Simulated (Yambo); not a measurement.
A G0W0@PBEsol run in Yambo for CdO₂H₂ (space group P1, No. 1) (4×2×2 Γ-centred k mesh, bands 9 to 200 and a 8 Ry block in the screening, 200 bands in G with the Bruneval-Gonze terminator, plasmon pole fitted at 27.2 eV) gives these matrix elements, in eV, at the band edges ((0, 0, -0.5) → Γ):

```json
[
 {"state": "valence edge", "E0": "0.000", "<Vxc>": "-21.678", "<Σx>": "-27.177", "<Σc(E0)>": "4.251", "Z": "0.795"},
 {"state": "conduction edge", "E0": "1.648", "<Vxc>": "-12.334", "<Σx>": "-8.235", "<Σc(E0)>": "-3.236", "Z": "0.848"}
]
```

Task: Solve the linearised quasiparticle equation for both states, give the gap, and say how exchange and correlation each act on it.

Result: E = E0 + Z(Σx + Σc − Vxc). Valence: 0.000 + 0.795 × (-27.177 + (4.251) − (-21.678)) = -0.99 eV. Conduction: 1.648 + 0.848 × (-8.235 + (-3.236) − (-12.334)) = 2.38 eV. The gap is 3.37 eV, against 1.65 eV in PBEsol. Replacing Vxc by bare exchange alone would open it by 9.60 eV; correlation takes back 7.49 eV of that, and Z scales what is left. Nearest settings tried, and what they do to the gap: 133 bands in G: +2 meV; 100 bands in W: +139 meV; 2 Ry block (41 vectors against 257): +140 meV. Not varied: mesh. So the settings aren't converged at that level. Spin-orbit splittings are left out.

Geometry of the Materials Project entry, not relaxed at this level; primitive cell a = 3.4337 Å, b = 5.7024 Å, c = 6.0529 Å, α = 117.45°, β = 105.77°, γ = 91.21°.

The structure is a Materials Project entry; no match was found in the copy of COD used, and its stability was not checked.
